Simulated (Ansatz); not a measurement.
Consider the following.

GeSe:
```
GeSe
1.0
    0.00000     2.75771     2.75771
    2.75771     0.00000     2.75771
    2.75771     2.75771     0.00000
Ge Se
1 1
Direct
  0.00000   0.00000   0.00000
  0.50000   0.50000   0.50000
```

This is the LDA-relaxed structure.

Task: All from LDA (plane waves, PAW; program Ansatz), unless another level is named. Estimate the Young's modulus.

Result: 122 GPa.

Task: What about the elastic constants (relaxed ions, GPa)?

Result: C11 = 197, C12 = 6.8, C44 = 31.8.

Space group Fm-3m (rock salt). The first step of the workflow began from a Materials Project structure, measured or hypothetical; the Crystallography Open Database copy checked does not list it. It is not the phase usual at ambient conditions (space group No. 62). The cell was relaxed with LDA under the symmetry of its start. At this level the phase is dynamically unstable (imaginary phonons). As this level gives no gap, shear constants depend on the k-mesh and smearing (Fermi–Dirac, 0.1 eV here).

Potentials: the later of the program's two PAW sets.
